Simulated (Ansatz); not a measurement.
According to PBEsol (plane waves, PAW; program Ansatz), MoPd in the L1₀ or tetragonal B2 structure (P4/mmm) relaxes to a = 2.683 Å, c = 4.086 Å. Pd has 12 nearest neighbours from 2.68 Å (cuboctahedral); Mo has 12 nearest neighbours from 2.68 Å (cuboctahedral). Against the elements it lies at -0.011 eV/atom, with no fitted shifts.

Electronic character: metallic (no gap). Gap from PBEsol with spin–orbit coupling: none (metallic).

An equation-of-state fit gives a bulk modulus of 257 GPa. The relaxed-ion elastic constants in GPa are C11 = 505, C12 = 88.6, C13 = 183, C33 = 397, C44 = 158, C66 = 42.2. The elastic constants imply a Debye temperature near 435 K. The highest mode at Γ lies at 6.36 THz.

The start of the workflow was typed in or built on a structure type; neither database checked (COD, Materials Project) lists it. Whether it is the stable phase at ambient conditions was not checked. The PBEsol relaxation kept the symmetry of its start; whether a distortion lowers the energy is not shown. No spin polarisation was allowed. As this level gives no gap, shear constants depend on the k-mesh and smearing (Fermi–Dirac, 0.1 eV here). As this level gives no gap, phonon frequencies hold no LO–TO term and depend on the k-mesh and smearing (Fermi–Dirac, 0.1 eV here). Axis ratios of metals converge slowly with the k-mesh, so a and c are less sure than the volume. On the denser mesh and wider smearing of the elastic run this cell carries a stress of 0.3 GPa. The references are the lowest solids computed at this level, not always the standard phases. Scalar-relativistic: spin–orbit coupling is off unless named, which matters more the heavier the elements.

Potentials: the later of the program's two PAW sets.
